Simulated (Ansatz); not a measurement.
Structure relaxation, Hf

The start is a randomly generated symmetric cell of Hf (space group No. 191). A full variable-cell relaxation at zero pressure is run with PBEsol (plane waves to 420 eV, PAW, scalar-relativistic; Ansatz, a first-principles code). The first steps use a coarse 10×10×15 k-mesh.

The start:
```
CELL_PARAMETERS angstrom
      3.75015     0.00000     0.00000
     -1.87507     3.24772     0.00000
      0.00000     0.00000     2.17843
ATOMIC_POSITIONS crystal
  Hf 0.00000 0.00000 0.50000
```

### Question
By how much does the energy per atom fall from start to end?

### Answer
About 2.6 eV/atom.

### Question
How does the volume change?

### Answer
-16.0 %, from 26.53 to 22.27 Å³/atom.

### Question
How do the shortest distances between atoms change?

### Answer
The closest pairs of elements (up to four, under 3.6 Å), start → end: Hf–Hf 2.18 → 2.95 Å.

### Question
Is the relaxed structure metallic? Give its gap.

### Answer
Zero (metallic).

The space group stays P6/mmm (No. 191) (the run could not lower it); the end is AFLOW prototype A_hP1_191_a (A_f, as in Sn), with 1 atom in the primitive cell. Final values are on a 18×18×16 k-mesh of the relaxed cell. The start holds a very short contact (Hf–Hf 2.18 Å). No spin polarisation in the result.

The run could not lose the symmetry of its start: the end is stationary, and may be a saddle point rather than a minimum.

The relaxed structure here is a generated cell of Hf: the first start was made by a random draw of sites in a space group, and the end was not matched to a known phase here, so it may be hypothetical. Known forms of Hf include space group No. 194.
